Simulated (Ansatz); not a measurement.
As (space group Cmce)

```
As
1.0
    1.82790    -5.56367     0.00000
    1.82790     5.56367     0.00000
    0.00000     0.00000     4.62748
As
4
Direct
  0.10728   0.89272   0.06980
  0.89272   0.10728   0.93020
  0.39272   0.60728   0.56980
  0.60728   0.39272   0.43020
```

The volume is varied about the relaxed value V₀ at fixed cell shape. The atoms relax within the cell's symmetry.

Calculation: r2SCAN+rVV10 (plane waves to 500 eV, PAW, scalar-relativistic; Ansatz, an electronic-structure program). k mesh 10×10×7 (Γ-centred), Fermi-Dirac smearing 0.05 eV. The energy includes the smearing's −TS. Compression counts positive. With the shape held, the modulus is that of even scaling; a crystal free to change shape is softer. As was relaxed with its symmetry unable to fall. ΔE is measured from the relaxed starting cell. The last digit holds for this mesh only.

| V (Å³/atom) | ΔE (meV/atom) |
|---|---|
| 22.119 | 11.3 |
| 22.354 | 7.7 |
| 22.589 | 4.8 |
| 22.824 | 2.7 |
| 23.060 | 1.2 |
| 23.295 | 0.3 |
| 23.530 | 0.0 |
| 23.766 | 0.3 |
| 24.001 | 1.1 |
| 24.236 | withheld |
| 24.472 | 4.1 |
| 24.707 | 6.4 |
| 24.942 | 9.0 |

Q: Fit a third-order Birch-Murnaghan form (E₀, V₀, B₀, B₀′ free) to the given rows and predict ΔE at V = 24.236.

A: Least squares on the 12 given rows: ΔE = E₀ + (9V₀B₀/16)·y²·[2 + (B₀′ − 4)y], y = (V₀/V)^(2/3) − 1, with V₀ = 23.532 Å³/atom, B₀ = 37.96 GPa (160.2 GPa = 1 eV/Å³; the term in eV is multiplied by 1000), B₀′ = 4.58, E₀ = 0.01 meV/atom; root-mean-square residual 0.03 meV/atom. At 24.236 the fit gives 2.4 meV/atom; the calculation gives 2.4 meV/atom, the same to the digits shown. For the pressure the fit gives -1.0 GPa against the computed -1.0 GPa.

(A scan under strain: stresses follow from slopes of the energy per volume, elastic moduli from its curvatures.)
